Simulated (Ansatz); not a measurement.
## Kick test of a cell of Zr3TiC4

It was reached by relaxing an invented guess, and it needn't be the stable form of this composition.

Level of theory: Ansatz 0.2.0, DFT PBE, scalar-relativistic, plane waves, PAW. Cutoff 420 eV; k points 8×8×12 on the computed 8-atom cell (Γ-centred); Gaussian smearing, width 0.10 eV; no spin polarisation.

The cell below (8 atoms, space group Cmmm (No. 65)) is relaxed within its symmetry.

```yaml
crystal:
  lattice:
    - [3.26885, -4.62152, 0.00000]
    - [3.26885, 4.62152, 0.00000]
    - [0.00000, 0.00000, 3.27557]
  atoms:
    - { symbol: Zr, position: [0.50000, 0.50000, 0.00000] }
    - { symbol: Zr, position: [0.50000, 0.00000, 0.50000] }
    - { symbol: Zr, position: [0.00000, 0.50000, 0.50000] }
    - { symbol: Ti, position: [0.00000, 0.00000, 0.00000] }
    - { symbol: C, position: [0.75482, 0.24518, 0.00000] }
    - { symbol: C, position: [0.75966, 0.75966, 0.50000] }
    - { symbol: C, position: [0.24034, 0.24034, 0.50000] }
    - { symbol: C, position: [0.24518, 0.75482, 0.00000] }
```

For the test it was strained at random (σ = 1.5 % a component), the atoms were moved at random (σ = 0.10 Å), and all was relaxed again on a coarse 6×4×4 mesh (in the run’s order of axes) with 0.20 eV smearing, with no symmetry imposed.

Task: What happens?

Result: It returns, within 1 meV/atom of the unmoved cell on that mesh and with the same symmetry when read at 0.1 Å. So it is stable against the distortions that fit this cell and that this random move excites. Modes that don't fit the cell aren't tested.
